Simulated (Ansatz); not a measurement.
V (diamond, space group No. 227) under volume change, plane-wave PAW PBE (Ansatz code), scaled uniformly.

```
V (Å³/atom)  E − E(relaxed) (meV/atom)  P (GPa)
-----------  -------------------------  -------
18.601                            35.0     6.48
19.214                            14.9     4.06
19.827                             3.6     1.91
20.440                             0.0     0.00
21.054                               …        …
21.667                               …        …
22.280                            27.3    -4.45
```

Question: Some entries are withheld; supply them.

Answer: 
- 21.054, E − E(relaxed) (meV/atom): 3.3
- 21.054, P (GPa): -1.69
- 21.667, E − E(relaxed) (meV/atom): 12.7
- 21.667, P (GPa): -3.17

Question: What does a third-order Birch–Murnaghan fit give for V₀, B₀ and B′?

Answer: V₀ = 20.44 Å³/atom, B₀ = 59.4 GPa, B′ = 3.1.

Space group Fd-3m (diamond). The start of the workflow was typed in or built on a structure type; neither database checked (COD, Materials Project) lists it. It is not the phase usual at ambient conditions (space group No. 229). The PBE relaxation kept the symmetry of its start; whether a distortion lowers the energy is not shown. Spin order of the final state: ferromagnetic, chosen from 4 collinear starts compared on coarse meshes (ties went to the first, and starts can fall back to one state), not a proven ground state.

Potentials: the later of the program's two PAW sets.
